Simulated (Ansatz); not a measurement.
The start is a relaxed Sb cell with every coordinate shifted by Gaussian noise of σ = 0.45 Å. A full variable-cell relaxation at zero pressure is run with r2SCAN (plane waves to 500 eV, PAW, scalar-relativistic; Ansatz, a program for electronic structure). First-step values are on the input's coarse k-mesh.

Ansatz input (later rounds restart from its end on a renewed k-mesh):
Ansatz 0.2 input:
```yaml
crystal:
  lattice:
    - [2.1705172003, 1.2531486899, 3.8707293477]
    - [-2.1705172003, 1.2531486899, 3.8707293477]
    - [0, -2.5062973797, 3.8707293477]
  atoms:
    - { symbol: Sb, position: [0.2956422463, 0.2071545038, 0.3659768912] }
    - { symbol: Sb, position: [0.8367822691, 0.6722386886, 0.8829953651] }
basis: { ecutwfc: 500, ecutrho_ratio: 4, xc_grid: 4, fft_grid_basis: typed }
kpoints: { mp_grid: { grid: [9, 9, 9] } }
hamiltonian:
  xc: r2scan
  dispersion: none
  pseudopotentials: { kind: paw }
scf: { occupations: { method: fermi_dirac, width: 0.05 } }
relax: { f_tol: 0.01, max_steps: 100, cell: { stress_tol: 0.02 } }
output: { forces: true, stress: true }
```

Q: How large is the pressure on the unrelaxed cell, and of which sign?

A: -3.0 GPa (negative: the cell is under tension).

Q: Which atoms feel the largest initial force, and how large is it?

A: 0.41 eV/Å, on Sb1, Sb2 (atoms numbered as listed).

Q: Does it find its way back to the structure it was made from?

A: It returns to the parent structure, R-3m (No. 166).

Q: Is the relaxed structure metallic? Give its gap.

A: Zero (metallic).

The end point of the relaxation:

Space group R-3m, hexagonal axes (No. 166); a = b = 4.341 Å, c = 11.610 Å, α = β = 90.00°, γ = 120.00°

| atom | site | symmetry | x | y | z |
|---|---|---|---|---|---|
| Sb | 6c | 3m | 0.0000 | 0.0000 | 0.2314 |
(The calculation used a cell of 2 atoms; values per cell refer to that cell.)

Final values are on a 13×13×13 k-mesh of the relaxed cell. No spin polarisation in the result.

The run could not lose the symmetry of its start.
